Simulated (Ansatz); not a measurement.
Na₂H₁₀SO₅: ²³Na NMR of the central transition

Cell: a computed structure from the Materials Project (it need not be an observed phase), taken as it stands.

Space group Cmcm (No. 63); a = 6.4840, b = 12.6355, c = 8.7098 Å.

```csv
site,Wyckoff,site symmetry,x,y,z
Na1,4a,2/m..,0.0000,0.0000,0.5000
Na2,4c,m2m,0.5000,0.9567,0.2500
H5,16h,1,0.8107,0.1840,0.8792
H6,16h,1,0.6700,0.8510,0.5210
H19,8g,..m,0.3770,0.6381,0.2500
S,4c,m2m,0.5000,0.8101,0.7500
O27,16h,1,0.7386,0.8775,0.4264
O35,4c,m2m,0.5000,0.5920,0.2500
```

One atom of each set is listed; the run and its k-mesh use a cell of 36 atoms with edges of 7.10, 7.10, 8.71 Å.

Method: Kohn–Sham DFT in Ansatz, PBE, plane waves and PAW, scalar-relativistic, 420 eV cutoff, Γ-centred 4×4×3 k-points, Fermi–Dirac smearing 0.02 eV.

²³Na has I = 3/2 and Q = 104.0 mb (Pyykkö 2018); at 28.2 T its Larmor frequency is ν₀ = 317.8 MHz. Only the quadrupole interaction is simulated: positions count from each site's isotropic chemical shift, and J coupling is left out, as are shift anisotropy and dipolar coupling, which fast spinning averages.

The Na sites: Na1 (2 atoms; 6 O at 2.38–2.47 Å); Na2 (2 atoms; 4 O at 2.40 Å, 1 S at 2.95 Å).

Fitted components of the simulated spectrum:

```
component  |C_Q| (MHz)     η
        A        0.326  0.33
        B         1.56  0.30
```

(1) Which site most likely gives which component?

## Answers

(1) By the calculation, A is Na2, B is Na1. Like point charges on the first shell alone (each adding as 1/d³) would put Na2 above Na1: the kind of neighbour, the covalent part of each bond and the atoms beyond the first shell count as well.
